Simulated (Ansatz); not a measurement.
Ba$_{2}$HfO$_{4}$:
```yaml
crystal:
  lattice:
    - [-2.08313, 2.08313, 6.74103]
    - [2.08313, -2.08313, 6.74103]
    - [2.08313, 2.08313, -6.74103]
  atoms:
    - { symbol: Ba, position: [0.35236, 0.35236, 0.00000] }
    - { symbol: Ba, position: [0.64764, 0.64764, 0.00000] }
    - { symbol: Hf, position: [0.00000, 0.00000, 0.00000] }
    - { symbol: O, position: [0.50000, 0.00000, 0.50000] }
    - { symbol: O, position: [0.00000, 0.50000, 0.50000] }
    - { symbol: O, position: [0.15607, 0.15607, 0.00000] }
    - { symbol: O, position: [0.84393, 0.84393, 0.00000] }
```

Relaxed with r²SCAN.

**Question.** Map the electron localisation function on the plane through (0.352, 0.352, 0.000) spanned by u = [1, 1, 0] and v = [1, -1, 0] in lattice vectors, from r²SCAN (plane waves, PAW; program Ansatz).

**Answer.** x is the fraction of u, y of v (the angle between them is 90°; rows are the nearest grid lines); atoms in the plane: Ba at (0.00, 0.00), Ba at (0.50, 0.50), Ba at (0.30, 0.00), Ba at (0.80, 0.50), Hf at (0.15, 0.50), Hf at (0.65, 0.00), O at (0.30, 0.50), O at (0.80, 0.00), O at (0.49, 0.00), O at (0.99, 0.50).
```
|0099500069800297179587289898188269518800|
|0199400069800397169797289897188479518910|
|8997100028988995058985148983179998307998|
|9994000006999994037874015641058887205999|
|9861000002799972025642001110025664103799|
|6520000000256520001110000000001111000356|
|0000000000000000001221000000012321000000|
|3210000000133321016874000000157885101333|
|7630023200467762049998300000489998303677|
|9850378621689983069999600001799999504899|
|7971899961886894189339930005992059716987|
|3872898971883795188119950006980029716963|
|3872898971883795188119950006980029716963|
|7971899961886894189339930005992059716987|
|9850378621689983069999600001799999504899|
|7630023200467762049998300000489998303677|
|3210000000133321016874000000157885101333|
|0000000000000000001221000000012321000000|
|6520000000256520001110000000001111000356|
|9861000002799972025642001110025664103799|
|9994000006999994037874015641058887205999|
|8997100028988995058985148983179998307998|
|0199400069800397169797289897188479518910|
|0099500069800297179587289898188269518800|
```
Scale: ten equal steps from 0.000 (start of '0') to 0.887 (end of '9'), in the order '0123456789'; x runs from 0.000 to 1.00, y from 0.000 (bottom) to 1.00 (top).

The density is the valence pseudo-density with augmentation charge, so density and ELF within about 1 Å of a nucleus are not all-electron values.

Space group I4/mmm. The workflow started from a Materials Project entry (that database holds measured and hypothetical structures alike); the Crystallography Open Database copy checked does not list it. Its standing as an ambient phase is unchecked. The cell was relaxed with r²SCAN under the symmetry of its start; whether a distortion lowers the energy is not shown. No spin polarisation was allowed. Scalar-relativistic: spin–orbit coupling is off unless named, which matters more the heavier the elements.

Potentials: the later of the program's two PAW sets.
